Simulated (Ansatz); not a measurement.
Put LaNiI in P-6m2 (No. 187): La on 1b; Ni on 1c; I on 1f.

Method: Ansatz, DFT PBE, scalar-relativistic, plane waves, PAW. Cutoff 420 eV, Γ-centred mesh, Gaussian smearing, collinear spin.

The zero of energy is the elements' standard structures at the same level; no fitted shifts are applied.

Task: Which cell and coordinates does it relax to?

Result:

Space group P-6m2 (No. 187). a = 5.262 Å, b = 5.262 Å, c = 3.705 Å, α = 90.00°, β = 90.00°, γ = 120.00°
| atom | site | symmetry | x | y | z |
| --- | --- | --- | --- | --- | --- |
| La | 1b | -6m2 | 0.0000 | 0.0000 | 0.5000 |
| Ni | 1c | -6m2 | 0.3333 | 0.6667 | 0.0000 |
| I | 1f | -6m2 | 0.6667 | 0.3333 | 0.5000 |

Around La lie 3 I at 3.04 Å, 6 Ni at 3.56 Å and 2 La at 3.70 Å; Ni is surrounded by 6 La at 3.56 Å, 6 I at 3.56 Å and 2 Ni at 3.70 Å; I has 3 La at 3.04 Å, 6 Ni at 3.56 Å and 2 I at 3.70 Å. Another local minimum with the same sites may exist.

Task: Where does its energy lie, and is it a metal?

Result: The formation energy is +0.06 eV/atom. The gap on the 12×12×12 mesh of the 3-atom cell is 0 eV (a metal) and the net moment per atom is 0.07 μB. The moment by site is Ni 0.3 μB. It can't be a ground state, since the elements alone are lower.

The last run used collinear spin and Gaussian smearing of 0.10 eV. These runs have no spin–orbit coupling, which can matter for I. No Hubbard U is applied to the 3d shell of Ni. The reference form of I is held partly by dispersion forces, which this level lacks. The magnetic state reached may not be the lowest. A structure relaxed within its symmetry needn't be a true minimum. Another cell of LaNiI relaxed alike but without spin, in P4/mmm, lies 0.49 eV/atom lower, so this cell isn't the stable form at this level. Site moments count only spheres around the atoms; the net moment includes the space between them.
